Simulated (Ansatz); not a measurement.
Y2CI2:
```
CELL_PARAMETERS angstrom
      3.87609     0.00000     0.00000
     -1.93804     3.35679     0.00000
      0.00000     0.00000    10.77159
ATOMIC_POSITIONS crystal
  Y  0.33333 0.66667 0.12165
  Y  0.66667 0.33333 0.87835
  C  0.00000 0.00000 0.00000
  I  0.33333 0.66667 0.67810
  I  0.66667 0.33333 0.32190
```

Relaxed with r²SCAN. Special points in fractions of this cell's reciprocal vectors: Γ (0.000, 0.000, 0.000); M (0.500, 0.000, 0.000); K (0.333, 0.333, 0.000); A (0.000, 0.000, 0.500); L (0.500, 0.000, 0.500); H (0.333, 0.333, 0.500).

List the band energies nearest the valence-band maximum at these points for r²SCAN in the plane-wave PAW code Ansatz.

In eV from the valence-band maximum; about four levels below and three above (degenerate sets whole), none deeper than 8.9 eV; points with the same levels are listed once.

```json
[
 {"k": "Γ", "below": "-0.89 -0.89 -0.76 0.00 0.00", "above": "2.72 2.72 3.04"},
 {"k": "M", "below": "-1.64 -1.46 -0.47 -0.35", "above": "0.85 4.16 4.60"},
 {"k": "K", "below": "-2.68 -2.68 -1.19 -1.19 -0.36", "above": "2.82 3.26 3.26"},
 {"k": "A", "below": "-0.84 -0.84 -0.04 -0.04", "above": "2.72 2.72 3.20"},
 {"k": "L", "below": "-1.76 -1.57 -0.48 -0.33", "above": "0.89 4.11 4.33"},
 {"k": "H", "below": "-2.66 -2.66 -1.20 -1.20 -0.37", "above": "3.09 3.23 3.23"}
]
```

Space group P-3m1. The workflow started from a Materials Project entry (that database holds measured and hypothetical structures alike); the Crystallography Open Database copy checked does not list it. Its standing as an ambient phase is unchecked. The cell was relaxed with r²SCAN under the symmetry of its start; whether a distortion lowers the energy is not shown. The run is not spin-polarised. A crystal of weakly bound layers computed without a dispersion correction: the cell and the soft elastic constants depend strongly on that. Scalar-relativistic: spin–orbit coupling is off unless named, which matters more the heavier the elements.

Potentials: the later of the program's two PAW sets.
